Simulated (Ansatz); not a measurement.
# NaTlS₂ (ordering on zincblende): G0W0 against its settings

NaTlS₂, ordered on the zincblende lattice (P-4m2) with 4 atoms a cell, relaxed with r2SCAN; one-shot G0W0 in Ansatz without spin-orbit coupling. Note: simulated data, non-magnetic, for a generated structure that need not be the stable one.

```
Na S Tl
1.0
     4.10449    0.00000    0.00000
     0.00000    4.10449    0.00000
     0.00000    0.00000    6.63894
Na S Tl
1 2 1
Direct
  0.00000 0.00000 0.00000
  0.00000 0.50000 0.27087
  0.50000 0.00000 0.72913
  0.50000 0.50000 0.50000
```

Gaps are read over the mesh points alone. G0W0 here is at a finite number of bands, screening cutoff and k mesh, not at the basis limit.
```
 start  potentials      frequency model   mesh  empty bands  screening cutoff (eV)  Kohn-Sham gap (eV)  G0W0 gap (eV)        rough cost
   PBE         PAW  contour deformation  4×4×2          181                     80                0.80           1.54  100 core-seconds
 HSE06         PAW  contour deformation  4×4×2          420                    140                1.70           2.20   18 core-minutes
   LDA         PAW  contour deformation  4×4×2          420                    140                0.59           1.34   12 core-minutes
r2SCAN         PAW  contour deformation  4×4×2          420                    140                1.08           1.85   11 core-minutes
   PBE         PAW     Godby-Needs pole  4×4×2          420                    140                0.80           1.67   11 core-minutes
   PBE         PAW  contour deformation  6×6×4          181                     80                0.80           1.65   15 core-minutes
```

G0W0 moves the gap on the mesh from 0.80 eV (PBE) to 1.54 eV (direct at Γ). Renormalisation factors Z lie between 0.63 and 0.74.

A 6×6×4 mesh in place of 4×4×2 changes the opening over PBE by +0.10 eV (the gap on the mesh by +0.11 eV). r2SCAN runs take a wave cutoff of 500 eV.

With a shallow d shell on the cation, G0W0 converges slowly in bands and cutoff, so these values are in doubt.
